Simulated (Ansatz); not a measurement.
Property card for Mg5CdTe6

All numbers below come from DFT PBE, scalar-relativistic, plane waves, PAW in Ansatz.

Settings: cutoff 420 eV, Γ-centred mesh 6×6×2 on the computed 12-atom cell, Gaussian smearing of 0.02 eV; no spin polarisation.

The structure is relaxed at this level of theory with its symmetry kept, and needn't be the ground state of this composition.

Space group P-4m2 (No. 115), tetragonal, a = 4.620 Å, c = 19.547 Å. Around Mg on a site of symmetry 2mm lie 4 Te at 2.82 Å; Mg on a second site of symmetry 2mm is surrounded by 4 Te at 2.82 Å; around Mg on a site of symmetry -4m2 lie 4 Te at 2.82 Å; around Cd lie 4 Te at 2.86 Å; around Te on its first site lie 4 Mg at 2.82 Å; Te on its second site has 4 Mg at 2.82 Å; 1 more site not described.

```json
{"Volume per atom": "34.77 Å³", "Formation energy from the elements' standard states (uncorrected)": "-0.811 eV/atom", "Kohn–Sham band gap": "1.90 eV, direct at Γ", "Orbital (Löwdin) character of the top 1 eV of the valence band": "Te 5p 95 %", "Orbital (Löwdin) character of the lowest 1 eV of the conduction band": "Cd 5s 30 %, Te 5p 23 %, Mg 3s 15 %, Te 5s 9 %, unprojected 23 %", "Electron masses at the edge by direction of the standard setting (m_e; one valley, along these axes only; no spin-orbit coupling)": "x: 0.16; y: 0.16; z: 0.17", "Hole masses at the edge by direction of the standard setting (m_e; one valley, along these axes only; no spin-orbit coupling)": "x: 6.7, 0.16; y: 6.7, 0.16; z: 1.3, 1.3"}
```

Spin-orbit coupling is left out, which matters for the bands of heavy elements.

The cell was found from a structure generator's guess, not taken from experiment. Kohn–Sham gaps at this level usually fall short of measured ones. Löwdin shares on free-atom orbitals overweight diffuse shells in the empty bands.
